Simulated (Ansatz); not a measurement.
YN:
```xyz
2
Lattice="0.0000 2.4479 2.4479 2.4479 0.0000 2.4479 2.4479 2.4479 0.0000" Properties=species:S:1:pos:R:3 pbc="T T T"
N      0.0000     0.0000     0.0000
Y      2.4479     2.4479     2.4479
```

Relaxed with r²SCAN.

Q: Map the electron localisation function on the plane through (0.000, 0.000, 0.000) spanned by u = [1, 0, 0] and v = [0, 1, -1] in lattice vectors, from r²SCAN (plane waves, PAW; program Ansatz).

A: x is the fraction of u, y of v (the angle between them is 90°; rows are the nearest grid lines); atoms in the plane: N at (0.00, 0.00), Y at (0.50, 0.50).
```
| .#@@%+:  :+%@@#. |
|.=%@@#=.  .=#@@%=.|
|#%@@%+.    .+%@@%#|
|@@@%+. .... .+%@@@|
|@@%+..:+##+:..+%@@|
|%#+..-#@@@@#-..+#%|
|+=. -#@@@@@@#- .=+|
|:. .+@@@##@@@+. .:|
|   .#@@#==#@@#.   |
|   .#@@#==#@@#.   |
|:. .+@@@##@@@+. .:|
|+=. -#@@@@@@#- .=+|
|%#+..-#@@@@#-..+#%|
|@@%+..:+##+:..+%@@|
|@@@%+. .... .+%@@@|
|#%@@%+.    .+%@@%#|
|.=%@@#=.  .=#@@%=.|
| .#@@%+:  :+%@@#. |
```
Scale: ten equal steps from 0.039 (start of ' ') to 0.862 (end of '@'), in the order ' .:-=+*#%@'; x runs from 0.000 to 1.00, y from 0.000 (bottom) to 1.00 (top).

The density is the valence pseudo-density with augmentation charge, so density and ELF within about 1 Å of a nucleus are not all-electron values.

Space group Fm-3m (rock salt). The r²SCAN relaxation kept the symmetry of its start. No spin polarisation was allowed.

Potentials: the later of the program's two PAW sets.
